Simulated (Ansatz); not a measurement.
LiAg:
```
CELL_PARAMETERS angstrom
      3.10960     0.00000     0.00000
      0.00000     3.10960     0.00000
      0.00000     0.00000     3.10960
ATOMIC_POSITIONS crystal
  Li 0.00000 0.00000 0.00000
  Ag 0.50000 0.50000 0.50000
```

Relaxed with PBEsol.

Task: Give the Bader charges and basin volumes of the independent atoms, PBEsol in the plane-wave PAW code Ansatz.

Result: 

| atom | Bader charge (e) | Bader volume (Å³) |
|---|---|---|
| Li1 | +0.83 | 3.5 |
| Ag2 | -0.83 | 26.6 |

Space group Pm-3m (CsCl type). The workflow started from an entry of the Crystallography Open Database (COD). Whether it is the stable phase at ambient conditions was not checked. The PBEsol relaxation kept the symmetry of its start; its stability against distortions is not shown here. The run is not spin-polarised.

Potentials: the later of the program's two PAW sets.
